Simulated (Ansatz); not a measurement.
Data:

SiGe:
```cif
data_GeSi
_chemical_formula_sum 'Ge1 Si1'
_space_group_name_H-M_alt 'P 1'
_space_group_IT_number 1
_cell_length_a 3.55640
_cell_length_b 3.55640
_cell_length_c 3.22972
_cell_angle_alpha 90.000
_cell_angle_beta 90.000
_cell_angle_gamma 120.000
loop_
_space_group_symop_operation_xyz
  'x, y, z'
loop_
_atom_site_label
_atom_site_type_symbol
_atom_site_fract_x
_atom_site_fract_y
_atom_site_fract_z
_atom_site_occupancy
Ge1 Ge 0.00000 0.00000 0.00000 1
Si1 Si 0.66667 0.33333 0.50000 1
```

This is the PBEsol-relaxed structure.

Task: All from the program Ansatz at the PBEsol level (PAW), unless another level is named. Estimate the electronic character.

Result: metallic (no gap).

Task: Give the formation energy from the elements (no fitted shifts).

Result: 0.35 eV/atom.

Task: Predict the density of states at the Fermi level.

Result: 0.43 states/eV per atom (mean over ±0.08 eV).

Task: What about the gap with spin–orbit coupling?

Result: none (metallic).

Space group P-6m2. The cell is a constructed one: a structure type filled with these elements; neither database checked (COD, Materials Project) lists it. Whether it is the stable phase at ambient conditions was not checked. The PBEsol relaxation kept the symmetry of its start; of distortions, only those at the zone centre were tested. The references are the lowest solids computed at this level, not always the standard phases. Spin–orbit coupling is left out wherever it is not named.

Potentials: the later of the program's two PAW sets.
